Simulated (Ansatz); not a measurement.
TePb:
```
TePb
1.0
    0.00000     3.25923     3.25923
    3.25923     0.00000     3.25923
    3.25923     3.25923     0.00000
Te Pb
1 1
Direct
  0.00000   0.00000   0.00000
  0.50000   0.50000   0.50000
```

Relaxed with HSE06.

Give the Bader charges and basin volumes of the independent atoms, HSE06 (plane waves, PAW; program Ansatz).



```tsv
atom	Bader charge (e)	Bader volume (Å³)
Te1	-0.80	41.4
Pb2	+0.80	27.8
```

Space group Fm-3m (rock salt). Symmetry was held in the HSE06 relaxation. Spin–orbit coupling is left out wherever it is not named.

Potentials: the earlier of the program's two PAW sets. The files were generated under PBE; for other functionals the program regenerates the frozen cores, and for LDA and PBEsol the local potential too.
